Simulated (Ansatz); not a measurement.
CuI:
```
CELL_PARAMETERS angstrom
      4.16147     0.00000     0.00000
     -2.08073     3.60394     0.00000
      0.00000     0.00000     9.51325
ATOMIC_POSITIONS crystal
  Cu 0.49986 0.00000 0.33333
  Cu 0.00000 0.49986 0.66667
  Cu 0.50014 0.50014 0.00000
  I  0.49997 0.00000 0.83333
  I  0.00000 0.49997 0.16667
  I  0.50003 0.50003 0.50000
```

Relaxed with PBEsol. Special points in fractions of this cell's reciprocal vectors: Γ (0.000, 0.000, 0.000); M (0.500, 0.000, 0.000); K (0.333, 0.333, 0.000); A (0.000, 0.000, 0.500); L (0.500, 0.000, 0.500); H (0.333, 0.333, 0.500).

Task: List the band energies nearest the valence-band maximum at these points for the program Ansatz at the PBEsol level (PAW).

Result: In eV from the valence-band maximum; about four levels below and three above (degenerate sets whole), none deeper than 8.9 eV; points with the same levels are listed once.

```csv
k,below,above
Γ,-1.35 -1.35 -0.58 -0.58 -0.55,0.65 2.62 2.62
M,-1.59 -1.50 -1.27 -1.15,1.53 2.10 2.40
K,-1.82 -1.82 -1.70 -1.30 -1.30,1.53 2.62 2.62
A,-1.37 -1.37 -1.22 0.00,2.00 2.00 2.54
L,-1.57 -1.43 -1.42 -1.25,1.31 2.20 2.74
H,-1.89 -1.89 -1.47 -0.90,2.64 2.87 2.87
```

Space group P6_422. The start of the workflow was typed in or built on a structure type; neither database checked (COD, Materials Project) lists it. It is not the phase usual at ambient conditions (space group No. 216). The cell was relaxed with PBEsol under the symmetry of its start; its stability against distortions is not shown here. The workflow began spin-polarised and lost its moments. Point labels and valley counts follow the cell and symmetry of the run, lower than the named group. Spin–orbit coupling is left out wherever it is not named.

Potentials: the earlier of the program's two PAW sets. The files were generated under PBE; for other functionals the program regenerates the frozen cores, and for LDA and PBEsol the local potential too.
